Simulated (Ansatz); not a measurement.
HfSO:
```
HfSO
1.0
    5.64594     0.00000     0.00000
    0.00000     5.64594     0.00000
    0.00000     0.00000     5.64594
Hf S O
4 4 4
Direct
  0.68007   0.81993   0.18007
  0.81993   0.18007   0.68007
  0.18007   0.68007   0.81993
  0.31993   0.31993   0.31993
  0.91755   0.41755   0.08245
  0.58245   0.58245   0.58245
  0.41755   0.08245   0.91755
  0.08245   0.91755   0.41755
  0.40575   0.59425   0.09425
  0.09425   0.40575   0.59425
  0.90575   0.90575   0.90575
  0.59425   0.09425   0.40575
```

PBEsol (plane waves, PAW; program Ansatz) gives a gap of 2.75 eV without spin–orbit coupling, maximum at Γ, minimum on the Γ–R line, 79 % of the way from Γ.

**Question.** What happens when spin–orbit coupling is switched on?

**Answer.** The gap drops by 0.11 eV, to 2.64 eV; maximum at Γ, minimum on the Γ–R line, 79 % of the way from Γ.

Space group P2_13. The workflow started from a Materials Project entry (that database holds measured and hypothetical structures alike); the Crystallography Open Database copy checked does not list it. Its standing as an ambient phase is unchecked. The PBEsol relaxation kept the symmetry of its start; its stability against distortions is not shown here. No spin polarisation was allowed.

Potentials: the earlier of the program's two PAW sets. The files were generated under PBE; for other functionals the program regenerates the frozen cores, and for LDA and PBEsol the local potential too.
